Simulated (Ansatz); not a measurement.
## CoRu3: stable or not

The structure comes from a generated guess, relaxed at this level; another structure or a mixture of phases may lie lower.

Theory: DFT PBE, scalar-relativistic, plane waves, PAW (Ansatz). Settings of the last relaxation (4-atom cell): 420 eV, 18×18×6 k points, Gaussian smearing of 0.10 eV, collinear spin.

```
Co Ru
1.0
     2.69330    0.00000    0.00000
    -1.34665    2.33246    0.00000
     0.00000    0.00000    8.36809
Co Ru
1 3
Direct
  0.66667 0.33333 0.00000
  0.33333 0.66667 0.75505
  0.33333 0.66667 0.24495
  0.66667 0.33333 0.50000
```

Formation energies are uncorrected and refer to the elements' standard structures at the same level.

Q: These tests were run: energy against the elements; phonons at Γ. What do they show?

A:

```tsv
test	result
energy against the elements	+0.08 eV/atom
phonons at Γ	lowest optical mode 125 cm⁻¹
```

It fails one test: energy against the elements. It may still be a metastable minimum.

The magnetic state reached may not be the lowest. The run for the phonons used an 18×18×6 k mesh and Gaussian smearing of 0.20 eV. The cell carries site moments Co 1.4 μB.
